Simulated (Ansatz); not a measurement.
Ta3N5:
```yaml
crystal:
  lattice:
    - [1.93642, -5.13014, 0.00000]
    - [1.93642, 5.13014, 0.00000]
    - [0.00000, 0.00000, 10.29560]
  atoms:
    - { symbol: Ta, position: [0.19678, 0.80322, 0.25000] }
    - { symbol: Ta, position: [0.80322, 0.19678, 0.75000] }
    - { symbol: Ta, position: [0.86666, 0.13334, 0.44004] }
    - { symbol: Ta, position: [0.13334, 0.86666, 0.55996] }
    - { symbol: Ta, position: [0.13334, 0.86666, 0.94004] }
    - { symbol: Ta, position: [0.86666, 0.13334, 0.05996] }
    - { symbol: N, position: [0.04698, 0.95302, 0.38124] }
    - { symbol: N, position: [0.95302, 0.04698, 0.61876] }
    - { symbol: N, position: [0.95302, 0.04698, 0.88124] }
    - { symbol: N, position: [0.04698, 0.95302, 0.11876] }
    - { symbol: N, position: [0.69206, 0.30794, 0.57407] }
    - { symbol: N, position: [0.30794, 0.69206, 0.42593] }
    - { symbol: N, position: [0.30794, 0.69206, 0.07407] }
    - { symbol: N, position: [0.69206, 0.30794, 0.92593] }
    - { symbol: N, position: [0.23699, 0.76301, 0.75000] }
    - { symbol: N, position: [0.76301, 0.23699, 0.25000] }
```

This is the r²SCAN-relaxed structure. Cartesian axes are those of the cell as given.

Question: All from DFT-r²SCAN in the program Ansatz with PAW potentials, unless another level is named. Estimate the band gap.

Answer: 1.59 eV (indirect).

Question: Give the formation energy from the elements (no fitted shifts).

Answer: -1.26 eV/atom.

Question: And the smallest direct gap on the standard path?

Answer: 1.84 eV.

Question: What about the conduction-band minimum?

Answer: at Y (k = 0.500, 0.500, 0.000).

Space group Cmcm. The workflow started from a Materials Project entry (that database holds measured and hypothetical structures alike); the Crystallography Open Database files this formula in space group No. 63, but the cells were not matched. Its standing as an ambient phase is unchecked. The cell was relaxed with r²SCAN under the symmetry of its start; its stability against distortions is not shown here. The run is not spin-polarised. The references are the lowest solids computed at this level, not always the standard phases (solids in place of the gases). Spin–orbit coupling is left out wherever it is not named.

Potentials: the later of the program's two PAW sets.
